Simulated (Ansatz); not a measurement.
BAs:
```yaml
crystal:
  lattice:
    - [0.00000, 2.39123, 2.39123]
    - [2.39123, 0.00000, 2.39123]
    - [2.39123, 2.39123, 0.00000]
  atoms:
    - { symbol: B, position: [0.75000, 0.75000, 0.75000] }
    - { symbol: As, position: [0.00000, 0.00000, 0.00000] }
```

Cartesian axes are those of the cell as given.

Problem. Give the high-frequency dielectric tensor and the Born effective charge tensors of the independent atoms from DFPT, r²SCAN in the plane-wave PAW code Ansatz.

Solution. 
ε∞:
```
9.31  0.00  0.00
0.00  9.31  0.00
0.00  0.00  9.31
```
Z* of atom 1 (B), rows: field, columns: displacement, in e:
```
-0.37   0.00   0.00
 0.00  -0.37   0.00
 0.00   0.00  -0.37
```
Z* of atom 2 (As), rows: field, columns: displacement, in e:
```
0.37  0.00  0.00
0.00  0.37  0.00
0.00  0.00  0.37
```

Static charges for comparison (Bader): B1 +0.21, As2 -0.21 e. Born charges measure polarisation by displacement and can exceed these by far.

Space group F-43m (zinc blende). Symmetry was held in the r²SCAN relaxation. Scalar-relativistic: spin–orbit coupling is off unless named, which matters more the heavier the elements.

Potentials: the earlier of the program's two PAW sets.
